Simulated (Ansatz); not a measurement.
Al₃GaAs₄:
```cif
data_Al3As4Ga
_chemical_formula_sum 'Ga1 As4 Al3'
_space_group_name_H-M_alt 'P-4m2'
_space_group_IT_number 115
_space_group_name_Hall 'P -4 -2'
_cell_length_a 4.01237
_cell_length_b 4.01237
_cell_length_c 11.32976
_cell_angle_alpha 90.000
_cell_angle_beta 90.000
_cell_angle_gamma 90.000
loop_
_atom_site_label
_atom_site_type_symbol
_atom_site_symmetry_multiplicity
_atom_site_Wyckoff_symbol
_atom_site_fract_x
_atom_site_fract_y
_atom_site_fract_z
_atom_site_occupancy
Ga1 Ga 1 a 0.00000 0.00000 0.00000 1
As1 As 2 g 0.50000 0.00000 0.12491 1
Al1 Al 2 f 0.50000 0.50000 0.24966 1
As2 As 2 g 0.00000 0.50000 0.37480 1
Al2 Al 1 d 0.00000 0.00000 0.50000 1
```

Relaxed with PBEsol.

Q: Decompose the optical modes at the zone centre into irreducible representations, and say which are infrared and Raman allowed.

A: Point group -42m: Γ_opt = 3A1 + 4B2 + 7E. Infrared: B2, E. Raman: A1, B2, E.

Q: Assign frequencies (DFPT, the program Ansatz at the PBEsol level (PAW); without the LO–TO term).

A: E 71, E 80, E 89, B2 135, A1 147, A1 211, E 246, B2 259, E 329, E 337, E 352, B2 360, B2 383, A1 385 cm⁻¹.

Subscripts of B labels follow the axes of the standard setting.

The start of the workflow was typed in or built on a structure type; neither database checked (COD, Materials Project) lists it. Its standing as an ambient phase is unchecked. The PBEsol relaxation kept the symmetry of its start; its stability against distortions is not shown here.

Potentials: the earlier of the program's two PAW sets. The files were generated under PBE; for other functionals the program regenerates the frozen cores, and for LDA and PBEsol the local potential too.
